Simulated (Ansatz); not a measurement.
Relaxed CuI (zinc blende):

```yaml
crystal:
  lattice:
    - [0.00000, 6.07934, 6.07934]
    - [3.03967, 0.00000, 3.03967]
    - [3.03967, 3.03967, 0.00000]
  atoms:
    - { symbol: I, position: [0.37500, 0.75000, 0.75000] }
    - { symbol: I, position: [0.87500, 0.75000, 0.75000] }
    - { symbol: Cu, position: [0.00000, 0.00000, 0.00000] }
    - { symbol: Cu, position: [0.50000, 0.00000, 0.00000] }
```

Level of theory: PBE (plane waves to 420 eV, PAW, scalar-relativistic; Ansatz, a first-principles code). k mesh 4×8×8 (Γ-centred), Fermi-Dirac smearing 0.05 eV. CuI is run without spin polarisation. CuI was relaxed with its symmetry unable to fall. Spin-orbit coupling is left out, though I is heavy.

One atom of the cell was then moved (with its periodic images), all else fixed, and the forces (eV/Å) came out as:

```
atom      Fx      Fy      Fz
----  ------  ------  ------
I1     0.110   0.002  -0.110
I2    -0.244  -0.126   0.244
Cu3    0.082   0.195  -0.082
Cu4    0.053  -0.071  -0.053
```

Question: Which atom was moved, and by which vector (Å)?

Answer: I2, by (0.09, 0.09, -0.09), 0.16 Å in all.

(A displaced cell: forces are minus the slopes of the energy, force constants its curvatures, and phonons follow from these.)
